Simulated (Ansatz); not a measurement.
TiC under strain: Electric field gradients

The cell is a structure deposited in the COD, relaxed with PBE at fixed cell and then changed (z stretched by 3 %, ions relaxed).

```
Ti C
1.0
     0.00000    2.16400    2.22892
     2.16400    0.00000    2.22892
     2.16400    2.16400    0.00000
Ti C
1 1
Cartesian
  0.0000 0.0000 0.0000
  2.1640 2.1640 2.2289
```

Sites (sets of like atoms) are named by element and the number of their first atom in this list.

Level of theory: DFT, PBE, plane waves and PAW, scalar-relativistic, 420 eV cutoff, Γ-centred 18×18×18 k-points, Fermi–Dirac smearing 0.05 eV (Ansatz 0.2.0).

C_Q = eQV_zz/h, which is 24.18 MHz for Q = 1 b and V_zz = 10²¹ V/m²; η = (V_xx − V_yy)/V_zz. ν_Q = 3|C_Q|/[2I(2I − 1)].

⁴⁹Ti: I = 7/2, Q = 247.0 mb. Q values from Pyykkö, Mol. Phys. 116, 1328 (2018).

| site | atoms (order as listed) | first shell | C_Q (MHz) | η | ν_Q (MHz) |
| --- | --- | --- | --- | --- | --- |
| Ti | 1 | 6 C at 2.16–2.23 Å | 14.8 | 0.00 | 1.06 |

An axis of threefold or higher order runs through Ti, so V_zz lies along it and η is zero.

C has no stable isotope with a ground-state quadrupole moment in the table, so these sites are left out.

The run finds no gap above 0.1 eV (a metal, or nearly one), so the gradients can move by 10 % or more with the k-mesh. At this changed cell the PBE pressure is -6 GPa.

The relaxation (1 step) took 6.5 s of wall time (6.4 s of CPU time) and 0.48 GiB at its peak, on 1 thread of Intel Xeon 6975P-C (Granite Rapids) (x86_64; 16 cores open to the job, memory cap 3.0 GiB, no GPU), a shared host with a load of 0.5 a core.
